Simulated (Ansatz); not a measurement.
Space group Pm-3m (No. 221). a = 5.669 Å, b = 5.669 Å, c = 5.669 Å, α = 90.00°, β = 90.00°, γ = 90.00°
| atom | site | symmetry | x | y | z |
| --- | --- | --- | --- | --- | --- |
| Ca | 3c | 4/mm.m | 0.0000 | 0.5000 | 0.5000 |
| Ca | 1a | m-3m | 0.0000 | 0.0000 | 0.0000 |
| Pt | 1b | m-3m | 0.5000 | 0.5000 | 0.5000 |

Equation of state of this Ca$_{4}$Pt structure (not necessarily the ground state), with shape and atoms relaxed at each volume where symmetry leaves them free. It has no gap at any of these volumes. Computed with DFT PBE, scalar-relativistic, plane waves, PAW (Ansatz 0.2.0).

Plane waves to 420 eV, a k mesh through Γ of 8×8×8 on the computed 5-atom cell and Gaussian smearing (0.10 eV); no spin polarisation.

```tsv
V (Å³/atom)	E − E(largest V) (meV/atom)	P (GPa)
32.058	31.37	4.81
33.150	3.79	3.33
34.243	-14.45	2.06
35.336	-24.64	0.97
36.429	-27.91	0.02
37.522	-25.20	-0.79
38.615	-17.32	-1.49
40.072	0.00	-2.28
```

Problem. Fit a third-order Birch–Murnaghan equation, E = E0 + (9V0B0/16)·[(x − 1)³B0' + (x − 1)²(6 − 4x)] with x = (V0/V)^(2/3), to E(V).

Solution. V0 = 36.45 Å³/atom, B0 = 29 GPa, B0' = 3.9.

Spin-orbit coupling is left out, which matters for the bands of heavy elements.

The cell was found from a structure generator's guess, not taken from experiment.
